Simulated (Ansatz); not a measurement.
Given:

Ga$_{2}$O$_{3}$:
```
CELL_PARAMETERS angstrom
      1.38669    -4.62000     0.00000
      1.38669     4.62000     0.00000
      0.00000     0.00000     7.19665
ATOMIC_POSITIONS crystal
  Ga 0.24699 0.75301 0.25000
  Ga 0.75301 0.24699 0.75000
  Ga 0.00000 0.00000 0.50000
  Ga 0.00000 0.00000 0.00000
  O  0.36324 0.63676 0.92392
  O  0.63676 0.36324 0.07608
  O  0.63676 0.36324 0.42392
  O  0.36324 0.63676 0.57608
  O  0.10676 0.89324 0.75000
  O  0.89324 0.10676 0.25000
```

This is the r²SCAN-relaxed structure. x, y and z are the axes in which the lattice vectors are written.

All from r²SCAN in the plane-wave PAW code Ansatz, unless another level is named. Give the bulk modulus (Birch–Murnaghan fit).

179 GPa.

What about the highest zone-centre frequency (without LO–TO term)?

82.7 meV.

Give the elastic constants (relaxed ions, GPa).

C11 = 554, C22 = 411, C33 = 233, C12 = 94.4, C13 = 121, C23 = 113, C44 = 39.2, C55 = -252, C66 = -598.

Space group Cmcm. The workflow started from a Materials Project entry (that database holds measured and hypothetical structures alike); the Crystallography Open Database copy checked does not list it. It is not the phase usual at ambient conditions (space group No. 12, 167). The cell was relaxed with r²SCAN under the symmetry of its start. At this level the phase is dynamically unstable (imaginary phonons).

Potentials: the later of the program's two PAW sets.
